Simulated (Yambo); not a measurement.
A G0W0@LDA run in Yambo for SrBrOH (space group C2/m, No. 12) (4×4×2 Γ-centred k mesh, 179 bands and a 6 Ry block in the screening, 179 bands in G with the Bruneval-Gonze terminator, plasmon pole fitted at 27.2 eV) gives these matrix elements, in eV, at the band edges (Γ → Γ):

```
state               E0    <Vxc>     <Σx>  <Σc(E0)>      Z
---------------  -----  -------  -------  --------  -----
valence edge     0.000  -14.993  -19.431     2.685  0.812
conduction edge  3.952   -8.409   -4.151    -3.117  0.862
```

Q: Solve the linearised quasiparticle equation for both states, give the gap, and say how exchange and correlation each act on it.

A: E = E0 + Z(Σx + Σc − Vxc). Valence: 0.000 + 0.812 × (-19.431 + (2.685) − (-14.993)) = -1.42 eV. Conduction: 3.952 + 0.862 × (-4.151 + (-3.117) − (-8.409)) = 4.94 eV. The gap is 6.36 eV, against 3.95 eV in LDA. Replacing Vxc by bare exchange alone would open it by 8.70 eV; correlation takes back 5.80 eV of that, and Z scales what is left. Convergence of the G0W0 settings was not tested. Spin-orbit splittings are left out.

Geometry of the Materials Project entry, not relaxed at this level; primitive cell a = b = 5.951 Å, c = 7.437 Å, α = β = 105.60°, γ = 42.76°.

The structure is a Materials Project entry; no match was found in the copy of COD used, and its stability was not checked.
